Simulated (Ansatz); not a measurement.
**Calculated ⁸¹Br nuclear quadrupole resonance for CsPbBr₃**

Cell: a computed structure from the Materials Project (it need not be an observed phase), atoms as given.

```
Cs Pb Br
1.0
     5.94863    0.00000    0.00000
     0.00000    5.94863    0.00000
     0.00000    0.00000    5.94863
Cs Pb Br
1 1 3
Direct
  0.00000 0.00000 0.00000
  0.50000 0.50000 0.50000
  0.50000 0.50000 0.00000
  0.50000 0.00000 0.50000
  0.00000 0.50000 0.50000
```

Atoms are numbered from 1 in the order listed; like atoms form one site, named after its first atom.

Computed with Ansatz: DFT, PBE, plane waves and PAW, scalar-relativistic, 420 eV cutoff, Γ-centred 5×5×5 k-points, Fermi–Dirac smearing 0.02 eV.

⁸¹Br: I = 3/2, Q = 257.9 mb (year-2017 value). Static lattice, zero field.

(1) Predict the zero-field ⁸¹Br lines of each site.

(2) And for ⁷⁹Br (I = 3/2, Q = 308.7 mb) on Br?

Results:

(1) For I = 3/2 there is one line, ν = (|C_Q|/2)(1 + η²/3)^½.

```tsv
site	atoms	V_zz (10²¹ V/m²)	C_Q (MHz)	η	line frequencies (MHz)
Br	3, 4, 5	21.5	134	0.00	66.9
```

(2) C_Q scales with Q to 160 MHz, with lines at 80.1 MHz.

An axis of threefold or higher order runs through Br, so V_zz lies along it and η is zero.

This high-symmetry form of CsPbBr3 is unstable when cold, to tilts of the octahedra. The symmetry of the cell holds that distortion back, wholly or in part, and it would change the field gradients, the more the larger the distortion. Without spin–orbit coupling the gradients at and beside Pb can be off by some per cent, at some sites by more.
